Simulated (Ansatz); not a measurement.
**A sublattice moved along a line in AlCo**

Computed with Ansatz, DFT PBEsol, scalar-relativistic, plane waves, PAW. The runs took a 420 eV cutoff, a Γ-centred 16×16×16 mesh and Gaussian smearing (0.15 eV). No spin polarisation. A magnetic state may lie lower. Energies are free energies at this smearing, counted from the undisturbed cell; pressure is positive in compression.

The undisturbed cell (as given, not relaxed at this level; it stands at 0.7 GPa, and it needn't be the usual structure):

```yaml
crystal:
  lattice:
    - [2.81940, 0.00000, 0.00000]
    - [0.00000, 2.81940, 0.00000]
    - [0.00000, 0.00000, 2.81940]
  atoms:
    - { symbol: Al, position: [0.00000, 0.00000, 0.00000] }
    - { symbol: Co, position: [0.50000, 0.50000, 0.50000] }
```

Every Co atom is moved by x along the Cartesian unit vector (1.000, 0.000, 0.000); the cell and all other atoms stay fixed. The cell is metallic on the mesh throughout.

| x (Å) | ΔE (meV/cell) | force along x on the moved atoms (eV/Å) | pressure (GPa) |
| --- | --- | --- | --- |
| -0.3000 | 356.7 | 2.37 | 7.9 |
| -0.1500 | 89.5 | 1.19 | 2.5 |
| 0.0000 | 0.0 | 0.00 | 0.7 |
| 0.0375 | 5.6 | -0.30 | 0.8 |
| 0.0750 | 22.4 | -0.60 | 1.2 |
| 0.1125 | 50.3 | ? | ? |
| 0.1875 | ? | ? | 3.6 |
| 0.2250 | 201.0 | -1.78 | 4.8 |
| 0.2625 | 273.4 | -2.08 | 6.2 |

By symmetry 0.3000 repeats -0.3000, -0.2250 repeats 0.2250, 0.1500 repeats -0.1500, -0.0750 repeats 0.0750 in energy; the slope of the energy along the path changes sign there.

Problem. Give the withheld values.

Solution. force along x on the moved atoms (eV/Å) at x (Å) = 0.1125: -0.89; pressure (GPa) at x (Å) = 0.1125: 1.7; ΔE (meV/cell) at x (Å) = 0.1875: 139.7; force along x on the moved atoms (eV/Å) at x (Å) = 0.1875: -1.49.